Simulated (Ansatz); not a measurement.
The relaxed structure here is a generated cell of TaSi2: the first start was made by placing the elements on the sites of a structure type, and the end was not matched to a known phase here, so it may be hypothetical. Known forms of TaSi2 include space group No. 181.

The end point of a relaxation of TaSi₂. Space group I4/mmm (No. 139), AFLOW prototype AB2_tI6_139_a_e (C11_b, as in Si2Mo). Level of theory: PBE (plane waves to 420 eV, PAW, scalar-relativistic; Ansatz, a first-principles code).

Space group I4/mmm (No. 139); a = 3.2832 Å, b = 3.2832 Å, c = 8.2134 Å, α = 90.00°, β = 90.00°, γ = 90.00°

```tsv
atom	site	symmetry	x	y	z
Ta	2a	4/mmm	0.0000	0.0000	0.0000
Si	4e	4mm	0.0000	0.0000	0.3316
```
(The calculation used a cell of 3 atoms; values per cell refer to that cell.)

For TaSi2, the volume per atom comes out as 14.76 Å³. The band gap is no gap (metallic) and the shortest distances comes out as Si–Si 2.68 Å; Si–Ta 2.70 Å; Ta–Ta 3.28 Å. The k-mesh comes out as 20×20×20.

Band energies at high-symmetry points (eV from the Fermi level; labels of this space group; no spin-orbit coupling), from −5 eV up to 3.7 eV:

| point | energies |
|---|---|
| Γ | -3.31 -1.60 -1.49 -1.49 2.57 3.15 |
| X | -4.81 -4.78 -3.72 -1.90 -0.54 2.94 |
| P | -2.12 -1.16 -1.16 0.65 |
| N | -4.39 -3.70 -1.32 -1.10 1.26 3.41 |
| M | -2.11 -1.19 0.08 0.08 1.05 1.05 2.75 |
| S | -1.53 -1.47 -1.04 1.34 2.92 |
| S0 | -1.53 -1.47 -1.04 1.34 2.92 |
| R | -4.68 -3.84 -3.26 -1.77 -0.92 2.41 |

No spin polarisation in the result. The relaxed primitive cell holds an odd number of electrons. A magnetic state may lie lower.

The run could not lose the symmetry of its start; a randomly shaken copy of 6 atoms returns to this structure.
